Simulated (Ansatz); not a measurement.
# Calculated electric field gradients for SiO₂

The cell is a structure deposited in the COD (listed for 1.1 GPa), atoms as given.

```
CELL_PARAMETERS angstrom
4.87570 0.00000 0.00000
0.00000 4.87570 0.00000
0.00000 0.00000 6.71630
ATOMIC_POSITIONS crystal
Si 0.31250 0.31250 0.00000
Si 0.18750 0.81250 0.25000
Si 0.68750 0.68750 0.50000
Si 0.81250 0.18750 0.75000
O 0.23560 0.12690 0.19040
O 0.37310 0.73560 0.44040
O 0.76440 0.87310 0.69040
O 0.62690 0.26440 0.94040
O 0.73560 0.37310 0.55960
O 0.87310 0.76440 0.30960
O 0.26440 0.62690 0.05960
O 0.12690 0.23560 0.80960
```

Atom numbers follow the list; atoms alike are taken as one site, whose name carries the number of the first.

The numbers come from a DFT calculation in Ansatz (PBE, plane waves and PAW, scalar-relativistic, 420 eV cutoff, Γ-centred 5×5×4 k-points, Fermi–Dirac smearing 0.02 eV).

C_Q = eQV_zz/h, which is 24.18 MHz for Q = 1 b and V_zz = 10²¹ V/m²; η = (V_xx − V_yy)/V_zz. Directions are in the Cartesian axes of the cell vectors above, for the atom listed; none is given where the gradient is under 0.02 or η is above 0.95.

Task: Which values are expected at the nuclei?

Result: 

```json
{"site": "Si", "first atom": "1", "first shell": "4 O at 1.60–1.61 Å", "V_zz (10²¹ V/m²)": "-0.72", "η": "0.72", "direction of V_zz (x, y, z)": "-0.62 0.62 0.49"}
{"site": "O", "first atom": "5", "first shell": "2 Si at 1.60–1.61 Å, angle 140°", "V_zz (10²¹ V/m²)": "8.75", "η": "0.21", "direction of V_zz (x, y, z)": "0.21 0.80 -0.56"}
```

At O V_zz runs parallel to the line that joins its two neighbours (within 1°).

The calculated pressure of 9 GPa (PBE) comes largely from the unrelaxed atoms: it is 2.7 GPa once they are relaxed in the same cell. The largest force is 0.5 eV/Å, so the atoms aren't at the calculated equilibrium and relaxing them would move these values.
